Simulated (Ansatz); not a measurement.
MgO:
```cif
data_Mg2O2
_chemical_formula_sum 'Mg2 O2'
_space_group_name_H-M_alt 'P63mc'
_space_group_IT_number 186
_space_group_name_Hall 'P 6c -2c'
_cell_length_a 3.29028
_cell_length_b 3.29028
_cell_length_c 5.03784
_cell_angle_alpha 90.000
_cell_angle_beta 90.000
_cell_angle_gamma 120.000
loop_
_atom_site_label
_atom_site_type_symbol
_atom_site_symmetry_multiplicity
_atom_site_Wyckoff_symbol
_atom_site_fract_x
_atom_site_fract_y
_atom_site_fract_z
_atom_site_occupancy
Mg1 Mg 2 b 0.33333 0.66667 0.00494 1
O1 O 2 b 0.33333 0.66667 0.39966 1
```

Relaxed with r²SCAN.

Task: Tabulate the valence density and the electron localisation function along the shortest Mg–O contact (1.97 Å), the program Ansatz at the r²SCAN level (PAW).

Result: 

```csv
distance from Mg (Å),density (e/Å³),ELF
0.20,23.39,0.14
0.30,16.59,0.23
0.39,9.94,0.31
0.49,4.84,0.34
0.59,1.88,0.26
0.69,0.64,0.13
0.79,0.34,0.07
0.89,0.35,0.14
0.99,0.44,0.37
1.08,0.62,0.66
1.18,0.91,0.80
1.28,1.36,0.83
1.38,2.08,0.83
1.48,3.15,0.80
1.58,4.54,0.73
1.68,6.05,0.59
1.78,7.39,0.42
```

The density is the valence pseudo-density with augmentation charge, so density and ELF within about 1 Å of a nucleus are not all-electron values.

Space group P6_3mc (wurtzite). The first step of the workflow began from a Materials Project structure, measured or hypothetical; the Crystallography Open Database copy checked does not list it. It is not the phase usual at ambient conditions (space group No. 225). The r²SCAN relaxation kept the symmetry of its start; whether a distortion lowers the energy is not shown.

Potentials: the earlier of the program's two PAW sets.
